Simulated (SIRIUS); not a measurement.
**TiSn: changing the functional**

```
CELL_PARAMETERS angstrom
0.00000 2.80055 2.80055
2.80055 0.00000 2.80055
2.80055 2.80055 0.00000
ATOMIC_POSITIONS crystal
Ti 0.00000 0.00000 0.00000
Sn 0.50000 0.50000 0.50000
```

The cell comes from a database or a generator and needn't be the stable form of this composition.

Kept alike: task single point; k mesh 8 × 8 × 8; occupations fermi-dirac, width 0.05 eV; no spin polarisation. Program: SIRIUS, PseudoDojo 0.4.1 PBE standard (scalar relativistic), cutoff 1152 eV. The mesh is that of the run's cell of 2 atoms. No spin-orbit coupling.

| functional | pressure (GPa) |
| --- | --- |
| AM05 | -3.70 |
| B86bPBE | 0.70 |
| BLYP | 4.21 |
| LDA | -6.08 |
| PBE | 0.07 |
| PBEsol | -3.48 |
| PW91 | -0.02 |
| RGE2 | -2.15 |
| RPBE | 2.28 |
| mPWLYP | 4.11 |
| revPBE | 1.68 |

Pressure is positive in compression; the values hold the error of the finite cutoff, so their zero can differ a little from the energy's minimum. For a metal such a mesh leaves the last digits unconverged. All rows use potentials made for PBE.

**Question.** What does the functional change here?

**Answer.** The pressure runs from -6.08 (LDA) to 4.21 GPa (BLYP). From PBE: AM05 -3.77; B86bPBE +0.63; BLYP +4.14; LDA -6.15; PBEsol -3.55; PW91 -0.09; RGE2 -2.22; RPBE +2.21; mPWLYP +4.04; revPBE +1.61. A positive pressure means that the functional's own cell is larger than the one given, a negative one that it is smaller.
